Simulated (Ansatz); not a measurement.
W (bcc (W type), Im-3m) at seven volumes, plane-wave PAW LDA (Ansatz code), scaled uniformly. One row is withheld.

```json
[
 {"V (Å³/atom)": "14.035", "P (GPa)": "38.17"},
 {"V (Å³/atom)": "14.497", "P (GPa)": "23.50"},
 {"V (Å³/atom)": "14.960", "P (GPa)": "10.87"},
 {"V (Å³/atom)": "15.423", "P (GPa)": "0.00"},
 {"V (Å³/atom)": "15.885", "P (GPa)": "-9.39"},
 {"V (Å³/atom)": "16.348", "P (GPa)": "?"},
 {"V (Å³/atom)": "16.811", "P (GPa)": "-24.31"}
]
```

Task: Fit the shown pressures and predict the withheld one.

Result: Third-order Birch–Murnaghan: P = (3/2)B₀(x^(7/2) − x^(5/2))[1 + (3/4)(B′ − 4)(x − 1)] with x = (V₀/V)^(2/3). Least squares on the six rows gives V₀ = 15.422 Å³/atom, B₀ = 335.3 GPa, B′ = 4.00. At V = 16.348, x = 0.9619 and P = -17.40 GPa. The run itself gave -17.44 GPa.

The LDA relaxation kept the symmetry of its start. No spin polarisation was allowed. Scalar-relativistic: spin–orbit coupling is off unless named, which matters more the heavier the elements.

Potentials: the earlier of the program's two PAW sets. The files were generated under PBE; for other functionals the program regenerates the frozen cores, and for LDA and PBEsol the local potential too.
